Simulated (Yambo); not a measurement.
BSE-type run in Yambo on AgI (zinc blende, space group F-43m, No. 216), at zero momentum.

Quantum ESPRESSO step (PBEsol, PseudoDojo standard norm-conserving files, scalar-relativistic):
```
&CONTROL
  calculation = 'nscf'
  pseudo_dir = './pseudo'
  outdir = './out'
/
&SYSTEM
  ibrav = 0
  nat = 2
  ntyp = 2
  ecutwfc = 82.0
  ecutrho = 328.0
  occupations = 'fixed'
  force_symmorphic = .true.
  nbnd = 43
/
&ELECTRONS
  conv_thr = 2e-09
  diago_full_acc = .true.
  diago_thr_init = 1e-08
/
ATOMIC_SPECIES
Ag 107.8682 Ag.upf
I 126.9045 I.upf
CELL_PARAMETERS angstrom
  0.000000000000   3.222837525000   3.222837525000
  3.222837525000   0.000000000000   3.222837525000
  3.222837525000   3.222837525000   0.000000000000
ATOMIC_POSITIONS crystal
Ag   0.000000000000   0.000000000000   0.000000000000
I   0.250000000000   0.250000000000   0.250000000000
K_POINTS automatic
6 6 6 0 0 0
```

Yambo input:
```
rim_cut
optics
bse
bss
dipoles
em1s
RandQpts= 1000000
RandGvec= 1 Ry
FFTGvecs= 40 Ry
Chimod= "HARTREE"
BSKmod= "SEX"
BSEmod= "resonant"
BSSmod= "hs"
BSENGexx= 15 Ry
BSENGBlk= 4 Ry
% KfnQP_E
 1.183 | 1.0 | 1.0 |
%
% BSEQptR
 1 | 1 |
%
% BSEBands
 6 | 17 |
%
% BEnRange
 0.0 | 10.6 | eV
%
% BDmRange
 0.15 | 0.15 | eV
%
BEnSteps= 212
% BLongDir
 1.0 | 0.0 | 0.0 |
%
BSHayTrs= -0.02
BSSNEig= 24
WRbsWF
% BndsRnXs
 5 | 39 |
%
NGsBlkXs= 4 Ry
% LongDrXs
 1.0 | 1.0 | 1.0 |
%
```

From the report:

The dimension is k points × valence × conduction bands = 216 × 8 × 4 = 6912.
```
   [SLEPC] Approach                          : Krylov-Schur
   [SLEPC] Number of requested eigenvalues   :  24
   [SLEPC] Number of eigenvalues        [NEV]:  24
    [K] Dimension                                    :   6912
    [K] Bands                                        :   6  17
    [K] Exchange res                                 : yes
    [K] Correlation res                              : yes
    [K] W interaction is bare                        : no
    [K] RL vectors exchange                          :   531
    [K] RL vectors correlation                       :   65
    [W] Matrix size                                  :   65
    [W] Bands                                        :    5   39
    [W] Coulomb Cutoff                               : none
    [W] Hxc Kernel                                   : HARTREE
```

Spin-orbit coupling is not included.

Geometry relaxed with PBEsol.
